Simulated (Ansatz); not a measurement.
MgZn$_{3}$S$_{4}$:
```xyz
32
Lattice="6.7936 3.9203 0.0000 -6.7936 3.9203 0.0000 -0.0503 0.0000 12.9393" Properties=species:S:1:pos:R:3 pbc="T T T"
Zn     1.1485     5.9484     8.7185
Zn    -4.5482     3.8969    11.8713
S      1.1246     5.9079    11.1407
S     -4.5151     3.8569     1.2847
Zn     1.1536     5.9590     2.1494
Mg    -4.5612     3.9316     5.4427
S      1.1036     5.8933     4.5818
S     -4.5476     3.9209     7.9065
Zn    -2.3620     3.9272     8.7235
Zn    -1.2039     5.9590    10.7899
S     -2.3566     3.9664    11.1424
S     -1.1749     5.9079     1.7986
Zn    -2.3788     3.9141     2.1519
Zn    -1.1989     5.9484     4.2208
S     -2.3006     3.9242     4.5788
S     -1.1539     5.8933     8.3575
Zn     1.1543     1.8941     8.7217
Zn     2.3285     3.9141    10.7874
S      1.1874     1.9133    11.1545
S      2.3063     3.9664     1.7969
Mg     1.1446     1.8875     2.1354
Zn     2.3117     3.9272     4.2158
S      1.0888     1.9832     4.6395
S      2.2503     3.9242     8.3605
Mg     4.5109     3.9316     7.4966
Mg    -1.1949     1.8875    10.8039
S      4.4647     3.8569    11.6546
S     -1.2377     1.9133     1.7848
Zn     4.4978     3.8969     1.0680
Zn    -1.2046     1.8941     4.2176
S      4.4973     3.9209     5.0328
S     -1.1391     1.9832     8.2998
```

Relaxed with r²SCAN. Special points in fractions of this cell's reciprocal vectors: Γ (0.000, 0.000, 0.000); C (0.333, 0.333, 0.000); C2 (-0.333, 0.667, 0.000); Y2 (-0.500, 0.500, 0.000); M2 (-0.500, 0.500, 0.500); D (-0.333, 0.667, 0.500); D2 (0.333, 0.333, 0.500); A (0.000, 0.000, 0.500); L2 (0.000, 0.500, 0.500); V2 (0.000, 0.500, 0.000).

Question: List the band energies nearest the valence-band maximum at these points for the program Ansatz at the r²SCAN level (PAW).

Answer: In eV from the valence-band maximum; about four levels below and three above (degenerate sets whole), none deeper than 8.9 eV; points with the same levels are listed once.

```csv
k,below,above
Γ,-0.33 -0.33 -0.12 -0.12 -0.01,3.03 3.46 3.75
C,-0.50 -0.43 -0.38 -0.36,4.66 4.82 4.97
Y2,-0.44 -0.38 -0.38 -0.26,4.30 4.35 4.50
M2,-0.44 -0.42 -0.37 -0.30,4.22 4.29 4.47
D,-0.43 -0.41 -0.35 -0.35,4.71 4.76 5.00 5.00
A,-0.25 -0.24 -0.16 -0.15,3.52 3.57 3.62 3.62
L2,-0.46 -0.42 -0.39 -0.32,4.22 4.31 4.47
V2,-0.48 -0.41 -0.36 -0.28,4.28 4.39 4.49
```

The start of the workflow was typed in or built on a structure type; neither database checked (COD, Materials Project) lists it. Its standing as an ambient phase is unchecked. Symmetry was held in the r²SCAN relaxation; its stability against distortions is not shown here.

Potentials: the later of the program's two PAW sets.
